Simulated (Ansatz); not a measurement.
FeBiO$_{3}$ in space group Ima2 (No. 46; Bi on 4b, Fe on 4a, O on 8c, O on 4b), PBEsol (plane waves, PAW; program Ansatz). The conduction-band minimum lies at V2, with 2 equivalent valleys. Second derivatives d²E/dk² of the lowest band at one valley (eV·Å²), along Cartesian directions:

```json
[
 {"direction": "[100]", "d²E/dk²": "5.624"},
 {"direction": "[010]", "d²E/dk²": "2.611"},
 {"direction": "[001]", "d²E/dk²": "3.384"},
 {"direction": "[110]", "d²E/dk²": "5.357"},
 {"direction": "[101]", "d²E/dk²": "3.929"},
 {"direction": "[011]", "d²E/dk²": "2.557"}
]
```

Question: Find the principal effective masses, the density-of-states mass and the conductivity mass.

Answer: Off-diagonal terms follow from H_xy = H[110] − (H_xx + H_yy)/2, and m*/mₑ = 7.620 eV·Å² over each eigenvalue: 1.2, 2.3, 3.6. One valley's DOS mass (m₁m₂m₃)^(1/3) = 2.2, conductivity mass 3/(Σ 1/mᵢ) = 2.0 mₑ.

Question: What effective density of states Nc follows at 300 K for parabolic valleys?

Answer: Nc = 2.509e19 × 2 × (2.2)^(3/2) ≈ 1.6e20 cm⁻³.

The start of the workflow was typed in or built on a structure type; neither database checked (COD, Materials Project) lists it. It is not the phase usual at ambient conditions (space group No. 161). The PBEsol relaxation kept the symmetry of its start, as lowered by the spin order; whether a distortion lowers the energy is not shown. Spin order of the final state: antiferromagnetic, chosen from 5 collinear starts compared on coarse meshes (ties went to the first, and starts can fall back to one state), not a proven ground state. No Hubbard U is applied. Point labels and valley counts follow the cell and symmetry of the run, lower than the named group. Scalar-relativistic: spin–orbit coupling is off unless named, which matters more the heavier the elements.

Potentials: the earlier of the program's two PAW sets. The files were generated under PBE; for other functionals the program regenerates the frozen cores, and for LDA and PBEsol the local potential too.

Edges and masses are those of Kohn–Sham bands, whose gap is no quasiparticle gap.
